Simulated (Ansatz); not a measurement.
## FeP$_{2}$H$_{4}$O$_{2}$ single point

The input, for Ansatz 0.2.0 (plane waves, PAW):

```yaml
crystal:
  lattice:
    - [3.436335, 3.981408, 0.0]
    - [3.436335, -3.981408, 0.0]
    - [0.486737, 0.0, -3.377742]
  atoms:
    - { symbol: O, position: [0.2419, 0.7581, 0.0] }
    - { symbol: O, position: [0.7581, 0.2419, 0.0] }
    - { symbol: Fe, position: [0.0, 0.0, 0.0] }
    - { symbol: H, position: [0.3866, 0.7704, 0.8558] }
    - { symbol: H, position: [0.2296, 0.6134, 0.1442] }
    - { symbol: H, position: [0.6134, 0.2296, 0.1442] }
    - { symbol: H, position: [0.7704, 0.3866, 0.8558] }
    - { symbol: P, position: [0.2381, 0.2381, 0.4396] }
    - { symbol: P, position: [0.7619, 0.7619, 0.5604] }
  symmetry: { tolerance: 0.0003 }
kpoints:
  mp_grid: { grid: [5, 5, 7], shift: [0, 0, 0] }
  band_path:
    path:
      - [0.0, 0.0, 0.0]
      - [0.0, 0.0, -0.5]
      - [0.49417045, -0.49417045, -0.5]
      - [-0.49417045, -0.50582955, -0.5]
      - [-0.5, -0.5, -0.5]
      - [0.0, 0.0, 0.0]
      - [0.5, -0.5, 0.0]
      - [0.0, -0.5, -0.5]
      - [0.0, 0.0, 0.0]
      - [0.0, -0.5, 0.0]
    npoints: 6
magnetization:
  spin_polarized: false
scf:
  occupations: { method: methfessel_paxton, width: 0.2804 }
  lower_state_search: "off"
  max_iter: 200
hamiltonian:
  pseudopotentials: { kind: paw }
  xc: pbe
basis:
  ecutwfc: 420
  fft_grid_basis: typed
output:
  forces: true
  stress: true
  eigenvalues: true
  bader: true
  populations: true
  elf: true
  write_potential: true
  volumetric_format: npy
  dos:
    e_range: [-12, 8]
    de: 0.05
    projected: { site_lists: { Fe: [Fe], H: [H], O: [O], P: [P] } }
checkpoint:
  read: saved_state
```

The run starts from an earlier solution of this cell. 

Excerpt of what it printed:

```
Pseudopotentials: kind: paw
Pseudopotential: O, paw, valence charge 6, recommended cutoff 420 eV (normal), O.paw.azcp
Pseudopotential: Fe, paw, valence charge 16, recommended cutoff 420 eV (normal), Fe.paw.azcp
Pseudopotential: H, paw, valence charge 1, recommended cutoff 420 eV (normal), H.paw.azcp
Pseudopotential: P, paw, valence charge 5, recommended cutoff 420 eV (normal), P.paw.azcp
Functional definition: PBE
  exchange = pbe_x(kappa = kappa, mu = beta*pi^2/3)
  correlation = pbe_c(beta = beta)
Crystal: 9 atoms, lattice volume = 92.425 Å³
Basis set: ecut = 420 eV, 1803 PW (Γ), exchange–correlation on 72×72×48 points (8 copies of the dense FFT grid, shifted against one another)
Bands: 30, of which v1, the nominal top of the filled ones, is band 21 counted from 1 (20 counted from 0)
Symmetry: 4 space group operations
Space group: C2/m (ITA 12), of the structure as read, at distance tolerance 1.4e-3 Å
k-points: 54 of 175
Initial density: read from a saved state, or passed on in memory by an earlier SCF of this step, an earlier step, the calling program or the single point that the run made first
Functional: x = pbe(κ = 0.804, μ = 0.2195), c = pbe(β = 0.0667)
SCF iter   1: F=—  Δρ=4.97e-3  dr2=1.30e-2
SCF iter   2: F=—  S|Δr|=    0.00e0  Δρ=1.71e-3  dr2=2.25e-3
SCF iter   3: F=—  S|Δr|=    0.00e0  Δρ=4.62e-4  dr2=2.55e-4
SCF iter   4: F=—  S|Δr|=    0.00e0  Δρ=1.10e-4  dr2=1.33e-5
SCF iter   5: F=—  S|Δr|=    0.00e0  Δρ=5.56e-5  dr2=2.64e-6
SCF iter   6: F=—  S|Δr|=    0.00e0  Δρ=1.68e-5  dr2=2.63e-7
SCF iter   7: F=-7185.3024 eV  S|Δr|=    0.00e0  Δρ=5.97e-6  dr2=1.78e-8
Free energy (F): -7185.3024 eV
Harris-Foulkes:  -7185.3024 eV  (|F-HF|=3.93e-9)
Internal energy: -7185.3160 eV  (E = F + TS)
E sigma→0 (E₀):  -7185.3058 eV
Entropy (-TS):   0.0135 eV (1.505 meV/atom)
Fermi energy:    5.8208 eV
--- Per-component energies (eV) ---
  E_band       = -496.7140
  E_kinetic    = 909.6884
  E_local      = -5100.7615  (includes V_loc(G=0)·N_el)
  E_nonlocal   = 392.6554
  E_hartree    = 2098.3524
  E_xc         = -421.7203
  E_vxc        = -504.5480  (∫ρ·V_xc dr)
  E_paw        = -2826.1978  (= ΣΔE_a)
  E_vpaw       = -390.4530  (= ΣTr[D̂ρ^β])
  E_aug_tail   =  0.0000  (compensation charges beyond the density's cutoff)
  E_ewald      = -2237.3326
  E_smearing   = 0.0135  (= −TS)
--- Stress (GPa, compression-positive) ---
       15.0099       0.0000      19.8626
        0.0000      25.8851       0.0000
       19.8626       0.0000      11.7408
  P = ⅓ Tr σ = 17.5453 GPa (175.453 kbar)
--- Löwdin populations: 9 sites ---
  site symbol       q [e]
     0      O      6.6191
     1      O      6.6191
     2     Fe     15.4551
     3      H      0.6192
     4      H      0.6192
     5      H      0.6192
     6      H      0.6192
     7      P      5.2463
     8      P      5.2463
  spilling = 0.0080 (of n_electrons = 42.0000)
--- Bader charges: 9 sites ---
  site symbol  charge [e]  shift [e]
     0      O     -1.2219     0.0153
     1      O     -1.2219     0.0153
     2     Fe      0.7567     0.0051
     3      H      0.5975     0.0080
     4      H      0.5975     0.0080
     5      H      0.5975     0.0080
     6      H      0.5975     0.0080
     7      P     -0.3514     0.0032
     8      P     -0.3514     0.0032
```

Origin: a known structure type with other elements, at an estimated volume, so it need not be a known compound. Caveats: no spin polarisation, so a magnetic state may lie lower; atoms or cell far from equilibrium; wide smearing.
